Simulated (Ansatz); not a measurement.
AsSe in space group P2_1/c (No. 14; Pearson symbol mP32) under volume change, LDA (plane waves, PAW; program Ansatz), shape and atoms relaxed at each volume.

```json
[
 {"V (Å³/atom)": "21.597", "E − E(relaxed) (meV/atom)": "17.2", "P (GPa)": "2.99"},
 {"V (Å³/atom)": "22.309", "E − E(relaxed) (meV/atom)": "6.9", "P (GPa)": "1.71"},
 {"V (Å³/atom)": "23.021", "E − E(relaxed) (meV/atom)": "(withheld)", "P (GPa)": "(withheld)"},
 {"V (Å³/atom)": "23.733", "E − E(relaxed) (meV/atom)": "0.0", "P (GPa)": "0.00"},
 {"V (Å³/atom)": "24.445", "E − E(relaxed) (meV/atom)": "1.3", "P (GPa)": "-0.55"},
 {"V (Å³/atom)": "25.157", "E − E(relaxed) (meV/atom)": "4.7", "P (GPa)": "-0.96"},
 {"V (Å³/atom)": "25.869", "E − E(relaxed) (meV/atom)": "(withheld)", "P (GPa)": "(withheld)"}
]
```

Question: Some entries are withheld; supply them.

Answer: 
- 23.021, E − E(relaxed) (meV/atom): 1.6
- 23.021, P (GPa): 0.74
- 25.869, E − E(relaxed) (meV/atom): 9.6
- 25.869, P (GPa): -1.23

Question: What does a third-order Birch–Murnaghan fit give for V₀, B₀ and B′?

Answer: V₀ = 23.73 Å³/atom, B₀ = 21.3 GPa, B′ = 8.8.

The first step of the workflow began from a Materials Project structure, measured or hypothetical; the Crystallography Open Database files this formula in space group No. 14, but the cells were not matched. Its standing as an ambient phase is unchecked. Symmetry was held in the LDA relaxation; its stability against distortions is not shown here. A crystal of weakly bound molecules computed without a dispersion correction: the cell and the soft elastic constants depend strongly on that.

Potentials: the later of the program's two PAW sets.
